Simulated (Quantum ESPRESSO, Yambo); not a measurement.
# GaN at +1 % biaxial strain: DFT and GW levels

```cif
data_Ga2N2
_chemical_formula_sum 'N2 Ga2'
_space_group_name_H-M_alt 'P 1'
_space_group_IT_number 1
_cell_length_a 3.21564
_cell_length_b 3.21564
_cell_length_c 5.16142
_cell_angle_alpha 90.000
_cell_angle_beta 90.000
_cell_angle_gamma 120.000
loop_
_space_group_symop_operation_xyz
  'x, y, z'
loop_
_atom_site_label
_atom_site_type_symbol
_atom_site_fract_x
_atom_site_fract_y
_atom_site_fract_z
_atom_site_occupancy
N1 N 0.66667 0.33333 0.87703 1
N2 N 0.33333 0.66667 0.37703 1
Ga1 Ga 0.66667 0.33333 0.49797 1
Ga2 Ga 0.33333 0.66667 0.99797 1
```

The PBEsol cell relaxed from Materials Project entry mp-804 was given a biaxial strain of +1 % along x and y, z relaxed, and the atoms were relaxed again.

Starting point: PBE (stringent potentials; pw.x of Quantum ESPRESSO, ONCV potentials, without SOC). G0W0 in Yambo: 6×6×2 Γ-centred k mesh, bands 9 to 215 and a 15 Ry block in the screening, 215 bands in G with the Bruneval-Gonze terminator, plasmon pole fitted at 27.2 eV.

```
Item                                             Result
----------------------------------------------  -------
PBE gap along the band path                     1.86 eV
PBE gap between the mesh's edge points (Γ → Γ)  1.86 eV
G0W0 gap between the same points                2.81 eV
```

| k point | band | E PBE (eV) | E QP (eV) | shift (eV) | Z |
|---|---|---|---|---|---|
| Γ | VB | 0.00 | -0.61 | -0.61 | 0.79 |
| Γ | CB | 1.86 | 2.20 | 0.34 | 0.82 |
| A | VB | -0.58 | -1.26 | -0.68 | 0.79 |
| A | CB | 4.13 | 4.66 | 0.52 | 0.81 |
| H | VB | -1.39 | -2.14 | -0.75 | 0.79 |
| H | CB | 6.46 | 7.02 | 0.56 | 0.82 |

Energies count from the PBE valence-band maximum.

Convergence of the G0W0 settings was not tested.

Spin-orbit splittings are left out.
